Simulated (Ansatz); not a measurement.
Mg$_{2}$SeS:
```
Mg2SeS
1.0
    4.05562     0.00000     0.00000
    0.00000     4.05562     0.00000
    0.00000     0.00000     5.72219
Mg Se S
2 1 1
Direct
  0.50000   0.00000   0.73704
  0.00000   0.50000   0.26296
  0.50000   0.50000   0.00000
  0.00000   0.00000   0.50000
```

Relaxed with LDA. Special points in fractions of this cell's reciprocal vectors: Γ (0.000, 0.000, 0.000); X (0.000, 0.500, 0.000); M (0.500, 0.500, 0.000); Z (0.000, 0.000, 0.500); R (0.000, 0.500, 0.500); A (0.500, 0.500, 0.500).

**Question.** List the band energies nearest the valence-band maximum at these points for LDA (plane waves, PAW; program Ansatz).

**Answer.** In eV from the valence-band maximum; about four levels below and three above (degenerate sets whole), none deeper than 8.9 eV; points with the same levels are listed once.

| k | below | above |
|---|---|---|
| Γ | -1.34 -1.34 -0.10 0.00 0.00 | 2.73 3.43 5.00 |
| X | -1.72 -1.55 -0.86 -0.12 | 5.58 5.85 6.08 |
| M | -1.37 -1.22 -1.22 -1.09 | 3.11 3.53 5.03 5.03 |
| Z | -1.08 -1.08 -0.39 -0.39 | 4.54 4.81 5.74 |
| R | -0.84 -0.49 -0.43 -0.09 | 4.33 4.58 6.90 |
| A | -2.04 -2.04 -1.64 -1.50 | 5.07 5.20 7.39 7.39 |

Space group P-4m2. The first step of the workflow began from a Materials Project structure, measured or hypothetical; the Crystallography Open Database copy checked does not list it. Its standing as an ambient phase is unchecked. The LDA relaxation kept the symmetry of its start; phonons on a q-mesh show no instability. Spin–orbit coupling is left out wherever it is not named.

Potentials: the later of the program's two PAW sets.
